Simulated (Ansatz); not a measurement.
CaF2:
```cif
data_CaF2
_chemical_formula_sum 'Ca1 F2'
_space_group_name_H-M_alt 'P 1'
_space_group_IT_number 1
_cell_length_a 3.89680
_cell_length_b 3.89680
_cell_length_c 3.89680
_cell_angle_alpha 60.000
_cell_angle_beta 60.000
_cell_angle_gamma 60.000
loop_
_space_group_symop_operation_xyz
  'x, y, z'
loop_
_atom_site_label
_atom_site_type_symbol
_atom_site_fract_x
_atom_site_fract_y
_atom_site_fract_z
_atom_site_occupancy
Ca1 Ca 0.00000 0.00000 0.00000 1
F1 F 0.25000 0.25000 0.25000 1
F2 F 0.75000 0.75000 0.75000 1
```

Relaxed with PBE. Plane-wave PAW PBE (Ansatz code) gives a gap of 7.14 eV.

**Question.** What gap does HSE06 give on the same cell (Ansatz, PAW)?

**Answer.** 9.20 eV, 2.06 eV more. The hybrid was solved on a coarser mesh and at special points; its gap is the smallest among all of these.

| k | v1 PBE | c1 PBE | v1 HSE06 | c1 HSE06 |
|---|---|---|---|---|
| Γ | -0.25 | 7.14 | -0.26 | 9.20 |
| X | 0.00 | 8.05 | ___ | ___ |
| L | -0.82 | 9.26 | ___ | ___ |
| W | -0.09 | 8.36 | ___ | ___ |
| K | -0.09 | 8.30 | ___ | ___ |

**Question.** Top valence (v1) and lowest conduction level (c1) in eV from each method's valence maximum (which need not be a listed point): supply the withheld HSE06 values.

**Answer.** 
- X, v1 HSE06: 0.00
- X, c1 HSE06: 10.37
- W, v1 HSE06: -0.09
- W, c1 HSE06: 10.72
- K, v1 HSE06: -0.09
- K, c1 HSE06: 10.65
- L, v1 HSE06: -0.87
- L, c1 HSE06: 11.90

Cost on shared cores: the PBE run (SCF on a 9×9×9 mesh, then bands and DOS) very roughly 10 core-seconds, the HSE06 run (SCF on 6×6×6, then a few points) about 80 core-seconds (a rough figure); the tasks are unlike.

Space group Fm-3m (fluorite). The cell was relaxed with PBE under the symmetry of its start.

Potentials: the later of the program's two PAW sets.
